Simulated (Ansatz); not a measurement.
CsPbBr₃ in space group Pnma (No. 62; Pb on 4a, Cs on 4c, Br on 8d, Br on 4c), r²SCAN in the plane-wave PAW code Ansatz. The conduction-band minimum lies at Γ, with 1 equivalent valley. Second derivatives d²E/dk² of the lowest band at one valley (eV·Å²), along Cartesian directions:

| direction | d²E/dk² |
|---|---|
| [100] | 29.93 |
| [010] | 7.008 |
| [001] | 36.47 |
| [110] | 18.47 |
| [101] | 32.72 |
| [011] | 21.71 |

Q: Find the principal effective masses, the density-of-states mass and the conductivity mass.

A: Off-diagonal terms follow from H_xy = H[110] − (H_xx + H_yy)/2, and m*/mₑ = 7.620 eV·Å² over each eigenvalue: 0.21, 0.25, 1.1. One valley's DOS mass (m₁m₂m₃)^(1/3) = 0.39, conductivity mass 3/(Σ 1/mᵢ) = 0.31 mₑ.

Q: What effective density of states Nc follows at 300 K for parabolic valleys?

A: Nc = 2.509e19 × 1 × (0.39)^(3/2) ≈ 6.1e18 cm⁻³.

The r²SCAN relaxation kept the symmetry of its start. Spin–orbit coupling is left out wherever it is not named.

Potentials: the later of the program's two PAW sets.

Edges and masses are those of Kohn–Sham bands, whose gap is no quasiparticle gap.
